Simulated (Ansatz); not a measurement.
BAs:
```yaml
crystal:
  lattice:
    - [3.45874, 0.00000, 0.00000]
    - [-1.72937, 2.99536, 0.00000]
    - [0.00000, 0.00000, 7.48163]
  atoms:
    - { symbol: B, position: [0.50000, 0.00000, 0.50000] }
    - { symbol: B, position: [0.00000, 0.50000, 0.16667] }
    - { symbol: B, position: [0.50000, 0.50000, 0.83333] }
    - { symbol: As, position: [0.50000, 0.00000, 0.00000] }
    - { symbol: As, position: [0.00000, 0.50000, 0.66667] }
    - { symbol: As, position: [0.50000, 0.50000, 0.33333] }
```

The program Ansatz at the PBE level (PAW) gives a gap of 0.48 eV without spin–orbit coupling, maximum at Γ, minimum at M.

**Question.** What happens when spin–orbit coupling is switched on?

**Answer.** The gap decreases by 0.01 eV, to 0.47 eV; maximum on the Γ–M line, 2 % of the way from Γ, minimum at M. The small gap may have closed and reopened with inverted band order, as semilocal functionals often give for heavy narrow-gap crystals.

Space group P6_222. The start of the workflow was typed in or built on a structure type; neither database checked (COD, Materials Project) lists it. It is not the phase usual at ambient conditions (space group No. 216). The PBE relaxation kept the symmetry of its start; its stability against distortions is not shown here. Its formation energy is positive at this level, so the cell may be metastable or incomplete.

Potentials: the later of the program's two PAW sets.
